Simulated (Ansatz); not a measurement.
**Vibrational response of LiGa₃ at 3 GPa**

These are results of DFT PBEsol, scalar-relativistic, plane waves, PAW in Ansatz, not measurements. Plane waves to 420 eV; Γ-centred k mesh 10×10×10; Fermi-Dirac smearing of 0.15 eV. No spin polarisation. Phonons by linear response, acoustic sum rule imposed.

The cell, relaxed at 3 GPa:
```
CELL_PARAMETERS angstrom
3.93022 0.00000 0.00000
0.00000 3.93022 0.00000
0.00000 0.00000 3.93022
ATOMIC_POSITIONS crystal
Li 0.00000 0.00000 0.00000
Ga 0.50000 0.00000 0.50000
Ga 0.00000 0.50000 0.50000
Ga 0.50000 0.50000 0.00000
```

In a metal, frequencies and elastic constants depend on the k mesh and the smearing, soft modes and shear constants most.

Optical modes at Γ; i marks an imaginary frequency:
```csv
frequency (meV),degeneracy
12.8,3
19.9,3
42.0,3
```

All 9 optical modes at Γ are real: no displacement of atoms at fixed cell lowers the energy to second order. Strains and modes at other wave vectors aren't tested by this run.

Whether LiGa3 exists in this form wasn't checked.

Cost: 1 run of about 2.8 core-minutes, on Intel Xeon Platinum 8259CL (Skylake/Cascade Lake) (shared hosts).